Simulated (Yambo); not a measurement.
RPA spectrum of ZnS (zinc blende, space group F-43m, No. 216) on LDA bands in Yambo (14×14×14 mesh, 35 bands, 4 Ry local-field block, 0.2 eV broadening; field along x). CGrdSpXd merges neighbouring transition energies to save time; the report line [X-CG] gives the poles kept by one of the 4 MPI tasks, and where the merging fails may depend on that split.

```json
[
 {"CGrdSpXd asked (%)": "100", "share reached (%)": "100", "poles used (one task)": "5031", "static ε": "5.95", "largest change of Im ε (% of its maximum)": "0.0", "rough time": "1"},
 {"CGrdSpXd asked (%)": "70", "share reached (%)": "69", "poles used (one task)": "3521", "static ε": "5.95", "largest change of Im ε (% of its maximum)": "0.1", "rough time": "within a factor of two"},
 {"CGrdSpXd asked (%)": "30", "share reached (%)": "29", "poles used (one task)": "1478", "static ε": "5.95", "largest change of Im ε (% of its maximum)": "0.6", "rough time": "about 1/2"},
 {"CGrdSpXd asked (%)": "15", "share reached (%)": "1", "poles used (one task)": "68", "static ε": "6.11", "largest change of Im ε (% of its maximum)": "32", "rough time": "about 1/4"},
 {"CGrdSpXd asked (%)": "5", "share reached (%)": "1", "poles used (one task)": "68", "static ε": "6.11", "largest change of Im ε (% of its maximum)": "32", "rough time": "about 1/4"}
]
```

All runs end normally. In the runs at 15 %, 5 % few poles are left or the spectrum changes by over a quarter of its peak, and no warning says so. Times are rough ratios from shared machines. The k mesh wasn't tested; the rows compare only with each other.

Geometry relaxed with LDA; primitive cell a = 3.745 Å, b = 3.745 Å, c = 3.745 Å, α = 60.00°, β = 60.00°, γ = 60.00°.
